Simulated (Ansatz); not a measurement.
**Fitting the r2SCAN energy curve of GaGe3**

```
Ge Ga
1.0
     0.00000    3.38717    3.38717
     3.38717    0.00000    3.38717
     3.38717    3.38717    0.00000
Ge Ga
3 1
Direct
  0.50000 0.50000 0.50000
  0.75000 0.75000 0.75000
  0.25000 0.25000 0.25000
  0.00000 0.00000 0.00000
```

The cell comes from a database or a generator and needn't be the stable form of this composition.

The cell was scaled at fixed shape and fractions and run with Ansatz, Ansatz PAW, cutoff 500 eV; r2SCAN, k mesh 7 × 7 × 7 on the cell of 4 atoms, fermi-dirac occupations of 0.05 eV, no spin polarisation, no spin-orbit coupling. The potentials were made for PBE. Energies are those that the program minimises, any entropy of the smearing included. For a metal such a mesh isn't converged to the digits shown.

```tsv
V (Å³/atom)	energy over the lowest row (meV/atom)
18.2645	2.12
18.6531	0.00
19.0417	1.47
19.4303	6.13
19.8189	13.60
20.2075	?
20.5961	35.68
```

Fit the third-order Birch-Murnaghan form, give V0, B0 and B′, and predict the energy left open.

With y = (V0/V)^(2/3), E = E0 + (9 V0 B0/16) [(y - 1)³ B′ + (y - 1)² (6 - 4y)]. Least squares through the rows shown give V0 = 18.6802 Å³/atom, E0 = -0.01 meV, B0 = 70.68 GPa (1 eV/Å³ = 160.218 GPa) and B′ = 4.97, with a largest miss of 0.01 meV. At V = 20.2075 the form with these constants gives 23.55 meV; the run gave 23.55 meV an atom.
